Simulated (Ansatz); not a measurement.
SrMg2FeH8: computed property card

SrMg₂FeH₈:
```xyz
12
Lattice="4.4450 0.0000 0.0000 -2.2225 3.8495 0.0000 0.0000 0.0000 6.4724" Properties=species:S:1:pos:R:3 pbc="T T T"
Sr     0.0000     0.0000     3.2362
Mg     2.2225     1.2832     5.6718
Mg     0.0000     2.5663     0.8006
Fe     0.0000     0.0000     0.0000
H      1.0751     0.6207     0.9450
H      1.1474     3.2288     5.5274
H      3.3699     0.6207     0.9450
H     -1.1474     3.2288     5.5274
H      2.2225     2.6080     0.9450
H      0.0000     1.2414     5.5274
H      2.2225     1.2832     3.7543
H      0.0000     2.5663     2.7181
```

Space group P-3m1 (No. 164); conventional cell a = 4.4450 Å, b = 4.4450 Å, c = 6.4724 Å, α = 90.00°, β = 90.00°, γ = 120.00°.

Method: DFT-PBEsol in the program Ansatz with PAW potentials. The cell and atoms are relaxed at this level. Other levels are named where they apply.

### Cell and energy

```yaml
volume_per_atom: 9.23 Å³
density: 3.00 g/cm³
Formation energy from the elements (no fitted shifts): -0.45 eV/atom
```

### Electronic structure

```yaml
band_gap: 1.62 eV (indirect)
valence_band_maximum: at L
conduction_band_minimum: at M (3 equivalent valleys)
smallest_direct_gap_on_the_standard_path: 1.75 eV
electron_effective_mass: 0.57, 0.81, 1.0 mₑ (principal values)
Electron effective mass with spin–orbit coupling: 0.57, 0.81, 1.0 mₑ (principal values)
hole_effective_mass: 2.5, 4.8, 12 mₑ (principal values)
Hole effective mass with spin–orbit coupling: 2.5, 4.7, 12 mₑ (principal values)
HSE06 gap on the PBEsol cell: 3.76 eV
Gap with spin–orbit coupling: 1.61 eV
```

### Mechanics

```yaml
Bulk modulus (Birch–Murnaghan fit): 56.1 GPa
Pressure derivative B′: 3.8
Elastic constants (relaxed ions, GPa): C11 = 136, C12 = 25.5, C13 = 23.5, C14 = 2.5, C33 = 99.5, C44 = 42.3
mechanical_stability: stable (all eigenvalues of C positive)
hill_bulk_and_shear_moduli: 56.7 and 47.4 GPa
Young's modulus: 111 GPa
Poisson's ratio: 0.17
debye_temperature_from_the_elastic_constants: 621 K
```

### Dielectric response

```yaml
Electronic dielectric constant ε∞ (DFPT): 4.96 (xx = yy), 4.84 (zz)
Born charges (a third of the trace): Sr +2.30, Mg +1.91, Fe -2.92, H -1.01 to -0.20 e
```

### Charges

```yaml
bader_charges: Sr +1.45, Mg +1.62, Fe -0.10, H -0.74 to -0.52 e
```

The workflow started from a Materials Project entry (that database holds measured and hypothetical structures alike); the Crystallography Open Database copy checked does not list it. Whether it is the stable phase at ambient conditions was not checked. The cell was relaxed with PBEsol under the symmetry of its start; its stability against distortions is not shown here. The run is not spin-polarised. The references are the lowest solids computed at this level, not always the standard phases (solids in place of the gases). Scalar-relativistic: spin–orbit coupling is off unless named, which matters more the heavier the elements.

Potentials: the later of the program's two PAW sets.
